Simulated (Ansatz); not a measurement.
# Formation energy of BiRu in the zincblende structure

The computed numbers are results of r²SCAN, scalar-relativistic (no spin polarisation) in the plane-wave PAW code Ansatz at 500 eV, Γ-centred 10×10×10 mesh, 0.05 eV Gaussian smearing. The datasets are Ansatz's generated set soft_2.

The start was a prototype's sites filled with these elements, not a measured cell.

It takes space group F-43m (No. 216, cubic). The conventional cell has a = 6.046 Å, b = 6.046 Å, c = 6.046 Å, α = 90.00°, β = 90.00°, γ = 90.00°. Ru (site symmetry -43m) has 4 Bi at 2.62 Å as nearest neighbours. Bi (site symmetry -43m) is surrounded by 4 Ru at 2.62 Å. (Neighbours are counted to 15 % beyond the shortest distance.)

The elements were computed in their standard states with the same datasets, cutoff and functional. Total energies depend on the potentials used, so only differences within one code and one set of settings carry meaning.

Energy of the relaxed cell (2 atoms, smearing extrapolated to zero): -18299.969 eV. Elements, in eV/atom: Ru -5890.705, Bi -12411.057.

**Question.** What is the formation energy?

**Answer.** [-18299.969 − (1 × -5890.705 + 1 × -12411.057)] / 2 = 0.90 eV/atom, or 86 kJ per mole of atoms.

The value is for 0 K, without zero-point energy. A positive value means that this structure is unstable even against the elements at this level.

The calculation's cell holds 31 valence electrons, an odd number. Without magnetic order each band takes two, so one stays part-filled and the crystal must be a metal. (Only strong correlation, outside this picture, could make a Mott insulator of it.)

These numbers lack spin–orbit coupling.
